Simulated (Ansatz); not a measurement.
GdBi (zincblende type), DFT, LDA, all-electron LAPW, scalar-relativistic (Ansatz 0.2.0), on 1 thread of Arm Neoverse V1 (shared host).

Command: `ansatz run input.yaml --threads 1 --pin off --max-ram 3072MiB --backend cpu --events-out ev --progress --plain --runs-dir out`

```yaml
crystal:
  lattice:
    - [0.0, 3.0630344762, 3.0630344762]
    - [3.0630344762, 0.0, 3.0630344762]
    - [3.0630344762, 3.0630344762, 0.0]
  atoms:
    - { symbol: Gd, position: [0.0, 0.0, 0.0], spin: 7.0 }
    - { symbol: Bi, position: [0.25, 0.25, 0.25] }
magnetization:
  spin_polarized: true
kpoints:
  mp_grid: { grid: [11, 11, 11] }
scf:
  occupations: { method: fermi_dirac, width: 0.05 }
hamiltonian:
  xc: lda
  pseudopotentials: { kind: all_electron, lapw: { basis_error: 0.001 } }
output:
  forces: true
  stress: true
  eigenvalues: true
  populations: true
```

Question: How large is the problem that the program sets up?

Answer: 56 irreducible k-points, 725 plane waves at Γ, 54 bands.

Question: About how long does it take, and how much memory?

Answer: 3.5 min of wall time for 10 SCF iterations, with a peak of 0.75 GiB. Times on shared machines scatter by tens of per cent.
